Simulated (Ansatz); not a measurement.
Sheets of one type (MA2Z4 (prismatic core, outer Z over the empty site)-type), DFT-PBE in the program Ansatz with PAW potentials; HSE06 gaps on those cells.

| layer | a (Å) | thickness (Å) |
|---|---|---|
| WGe2N4 | 3.022 | 7.42 |
| VGe2P4 | 3.570 | 9.51 |
| VGe2N4 | [?] | [?] |
| NbGe2N4 | 3.081 | 7.39 |
| CrGe2N4 | 2.964 | 7.31 |
| VN4Si2 | 2.884 | 6.88 |

Task: What belongs in the gaps?

Result: 
- VGe2N4, a (Å): 3.005
- VGe2N4, thickness (Å): 7.31

Spin orders computed, not proven ground states: VGe2P4, MA2Z4 (prismatic core, outer Z over the empty site)-type layer ferromagnetic; VGe2N4, MA2Z4 (prismatic core, outer Z over the empty site)-type layer ferromagnetic; NbGe2N4, MA2Z4 (prismatic core, outer Z over the empty site)-type layer ferromagnetic; VN4Si2, MA2Z4 (prismatic core, outer Z over the empty site)-type layer ferromagnetic. Began spin-polarised and lost the moments: CrGe2N4, MA2Z4 (prismatic core, outer Z over the empty site)-type layer. All cells were relaxed under the symmetry of their starts (and spin orders); stability against distortions was not tested throughout. Rows with no word on spin ran without spin polarisation. Scalar-relativistic: spin–orbit coupling is off unless named, which matters more the heavier the elements. Constructed layers (a layer type filled with these elements): WGe2N4, MA2Z4 (prismatic core, outer Z over the empty site)-type layer; VGe2P4, MA2Z4 (prismatic core, outer Z over the empty site)-type layer; VGe2N4, MA2Z4 (prismatic core, outer Z over the empty site)-type layer; NbGe2N4, MA2Z4 (prismatic core, outer Z over the empty site)-type layer; CrGe2N4, MA2Z4 (prismatic core, outer Z over the empty site)-type layer; VN4Si2, MA2Z4 (prismatic core, outer Z over the empty site)-type layer.

Potentials: the later of the program's two PAW sets.
